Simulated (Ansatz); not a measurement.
SiSn (CsCl type, space group No. 221), PBE in the plane-wave PAW code Ansatz, all energies at zero smearing, with the estimated change up to a 700 eV cutoff added, with one set of potentials and settings (totals compare only within such a set). Cell of 2 atoms (1 Sn, 1 Si): -6659.082 eV.

```csv
element,reference phase,E (eV/atom)
Sn,"Fd-3m, 2 atoms in the cell",-6024.2128
Si,"Fd-3m, 2 atoms in the cell",-635.8096
```

Formation energy per atom, worked out: (-6659.082 − 1×(-6024.2128) − 1×(-635.8096))/2 = 0.470 eV/atom (45 kJ per mol of atoms), at 0 K, without zero-point energy or fitted corrections.

Space group Pm-3m (CsCl type). The cell is a constructed one: a structure type filled with these elements; neither database checked (COD, Materials Project) lists it. Whether it is the stable phase at ambient conditions was not checked. The cell was relaxed with PBE under the symmetry of its start; whether a distortion lowers the energy is not shown. The references are the lowest solids computed at this level, not always the standard phases. Spin–orbit coupling is left out wherever it is not named.

Potentials: the later of the program's two PAW sets.
